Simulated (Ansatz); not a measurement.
Input:

CaTiO₃:
```
CELL_PARAMETERS angstrom
      2.70427     1.56131     4.37646
     -2.70427     1.56131     4.37646
      0.00000    -3.12262     4.37646
ATOMIC_POSITIONS crystal
  Ca 0.25000 0.25000 0.25000
  Ca 0.75000 0.75000 0.75000
  Ti 0.00000 0.00000 0.00000
  Ti 0.50000 0.50000 0.50000
  O  0.82089 0.67911 0.25000
  O  0.25000 0.82089 0.67911
  O  0.67911 0.25000 0.82089
  O  0.17911 0.32089 0.75000
  O  0.75000 0.17911 0.32089
  O  0.32089 0.75000 0.17911
```

This is the PBEsol-relaxed structure. Cartesian axes are those of the cell as given.

Question: All from DFT-PBEsol in the program Ansatz with PAW potentials, unless another level is named. Give the HSE06 gap on the PBEsol cell.

Answer: 3.91 eV.

Question: Give the electron effective mass, band 2 of 2 at the edge.

Answer: 0.66 along x, 0.57 along z (mₑ).

Question: Next, the valence-band maximum?

Answer: at Γ.

Space group R-3c. The start of the workflow was typed in or built on a structure type; neither database checked (COD, Materials Project) lists it. COD files the formula under space group No. 11, 62, 65, 140, 221. Its standing as an ambient phase is unchecked. The PBEsol relaxation kept the symmetry of its start. At this level the phase is dynamically unstable (imaginary phonons). The workflow began spin-polarised and lost its moments.

Potentials: the earlier of the program's two PAW sets. The files were generated under PBE; for other functionals the program regenerates the frozen cores, and for LDA and PBEsol the local potential too.
